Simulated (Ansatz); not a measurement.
TiNF:
```
CELL_PARAMETERS angstrom
      3.04903     0.00000     0.00000
      0.00000     3.92434     0.00000
      0.00000     0.00000     5.75011
ATOMIC_POSITIONS crystal
  Ti 0.50000 0.00000 0.85809
  Ti 0.00000 0.50000 0.14191
  N  0.50000 0.50000 0.91923
  N  0.00000 0.00000 0.08077
  F  0.00000 0.00000 0.62717
  F  0.50000 0.50000 0.37283
```

Relaxed with r²SCAN+D4. Special points in fractions of this cell's reciprocal vectors: Γ (0.000, 0.000, 0.000); X (0.500, 0.000, 0.000); S (0.500, 0.500, 0.000); Y (0.000, 0.500, 0.000); Z (0.000, 0.000, 0.500); U (0.500, 0.000, 0.500); R (0.500, 0.500, 0.500); T (0.000, 0.500, 0.500).

List the band energies nearest the valence-band maximum at these points for r²SCAN+D4 (plane waves, PAW; program Ansatz).

In eV from the valence-band maximum; about four levels below and three above (degenerate sets whole), none deeper than 8.9 eV; points with the same levels are listed once.

```json
[
 {"k": "Γ", "below": "-2.68 -2.54 -1.41 0.00", "above": "0.93 1.72 1.97"},
 {"k": "X", "below": "-3.18 -3.18 -1.70 -1.70", "above": "2.20 2.20 2.28 2.28"},
 {"k": "S", "below": "-3.23 -3.23 -2.76 -2.76", "above": "2.22 2.22 2.33 2.33"},
 {"k": "Y", "below": "-3.01 -3.01 -2.41 -2.41", "above": "1.35 1.35 2.52 2.52"},
 {"k": "Z", "below": "-3.16 -3.14 -1.42 0.00", "above": "0.93 1.66 2.01"},
 {"k": "U", "below": "-3.17 -3.17 -1.67 -1.67", "above": "2.25 2.25 2.31 2.31"},
 {"k": "R", "below": "-3.09 -3.09 -2.84 -2.84", "above": "2.15 2.15 2.35 2.35"},
 {"k": "T", "below": "-2.96 -2.96 -2.62 -2.62", "above": "1.49 1.49 2.49 2.49"}
]
```

Space group Pmmn. The first step of the workflow began from a Materials Project structure, measured or hypothetical; the Crystallography Open Database copy checked does not list it. Whether it is the stable phase at ambient conditions was not checked. Symmetry was held in the r²SCAN+D4 relaxation; its stability against distortions is not shown here. The run is not spin-polarised.

Potentials: the later of the program's two PAW sets.
